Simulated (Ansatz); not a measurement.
HfC:
```cif
data_C2Hf2
_chemical_formula_sum 'Hf2 C2'
_space_group_name_H-M_alt 'P 1'
_space_group_IT_number 1
_cell_length_a 3.84004
_cell_length_b 3.84004
_cell_length_c 4.62753
_cell_angle_alpha 90.000
_cell_angle_beta 90.000
_cell_angle_gamma 120.000
loop_
_space_group_symop_operation_xyz
  'x, y, z'
loop_
_atom_site_label
_atom_site_type_symbol
_atom_site_fract_x
_atom_site_fract_y
_atom_site_fract_z
_atom_site_occupancy
Hf1 Hf 0.33333 0.66667 0.75000 1
Hf2 Hf 0.66667 0.33333 0.25000 1
C1 C 0.33333 0.66667 0.25000 1
C2 C 0.66667 0.33333 0.75000 1
```

Relaxed with r²SCAN.

Problem. Tabulate the valence density and the electron localisation function along the shortest Hf–Hf contact (3.20 Å), DFT-r²SCAN in the program Ansatz with PAW potentials.

Solution. 

| distance from Hf (Å) | density (e/Å³) | ELF |
|---|---|---|
| 0.32 | 29.89 | 0.85 |
| 0.48 | 13.28 | 0.83 |
| 0.64 | 4.72 | 0.74 |
| 0.80 | 1.54 | 0.52 |
| 0.96 | 0.63 | 0.25 |
| 1.12 | 0.34 | 0.11 |
| 1.28 | 0.24 | 0.11 |
| 1.44 | 0.21 | 0.18 |
| 1.60 | 0.20 | 0.23 |
| 1.76 | 0.21 | 0.18 |
| 1.92 | 0.24 | 0.11 |
| 2.08 | 0.34 | 0.11 |
| 2.24 | 0.63 | 0.25 |
| 2.40 | 1.54 | 0.52 |
| 2.56 | 4.72 | 0.74 |
| 2.72 | 13.28 | 0.83 |
| 2.88 | 29.89 | 0.85 |

The density is the valence pseudo-density with augmentation charge, so density and ELF within about 1 Å of a nucleus are not all-electron values.

Space group P6_3/mmc. The start of the workflow was typed in or built on a structure type; the Crystallography Open Database copy checked does not list it. It is not the phase usual at ambient conditions (space group No. 225). The cell was relaxed with r²SCAN under the symmetry of its start; whether a distortion lowers the energy is not shown. No spin polarisation was allowed. Scalar-relativistic: spin–orbit coupling is off unless named, which matters more the heavier the elements.

Potentials: the earlier of the program's two PAW sets.
